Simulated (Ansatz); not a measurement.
The cell is CdSe built on the 4H polytype prototype; cell and atoms were relaxed with r2SCAN. The symmetry is P6_3mc (No. 186, hexagonal); conventional cell a = 4.339 Å, c = 14.159 Å, 28.86 Å³ an atom. Around Cd lie 4 Se at 2.65–2.66 Å; around Cd lie 4 Se at 2.66 Å; around Se lie 4 Cd at 2.66 Å; around Se lie 4 Cd at 2.65–2.66 Å.

```cif
data_structure
_symmetry_space_group_name_H-M 'P 1'
_symmetry_Int_Tables_number 1
_cell_length_a 4.3393
_cell_length_b 4.3393
_cell_length_c 14.1587
_cell_angle_alpha 90.000
_cell_angle_beta 90.000
_cell_angle_gamma 120.000
_cell_volume 230.88
loop_
_atom_site_label
_atom_site_type_symbol
_atom_site_fract_x
_atom_site_fract_y
_atom_site_fract_z
_atom_site_occupancy
Cd1 Cd 0.00000 0.00000 0.99980 1
Cd2 Cd 0.33333 0.66667 0.24996 1
Cd3 Cd 0.00000 0.00000 0.49980 1
Cd4 Cd 0.66667 0.33333 0.74996 1
Se1 Se 0.00000 0.00000 0.18750 1
Se2 Se 0.33333 0.66667 0.43774 1
Se3 Se 0.00000 0.00000 0.68750 1
Se4 Se 0.66667 0.33333 0.93774 1
```

The questions ask for values computed with Ansatz 0.2.0 on this geometry. The calculation is non-magnetic, and the structure need not be a phase that has been made.

Task: Is there a gap with PBE, and of what kind?

Result: PBE gives a direct gap of 0.58 eV at Γ.

Task: What does PBE+SOC give for the gap (12×12×2 mesh)?

Result: PBE+SOC gives a direct gap of 0.47 eV at Γ. The gap differs by -0.11 eV from PBE's.

Task: How does the gap change from PBE to r2SCAN (12×12×2)?

Result: The r2SCAN gap is direct at Γ: 1.07 eV. The gap differs by +0.49 eV from PBE's.

Task: How does the gap change from PBE to HSE06 (6×6×2)?

Result: With HSE06 the gap is 1.51 eV and direct, at Γ. The gap differs by +0.93 eV from PBE's.

Task: What does PBE0 give for the gap (6×6×2 mesh)?

Result: With PBE0 the gap is 2.11 eV and direct, at Γ. The gap differs by +1.53 eV from PBE's.

Only the levels marked +SOC include spin-orbit coupling.

The meshes of the hybrids are coarse, so their gaps aren't converged to the digits shown.
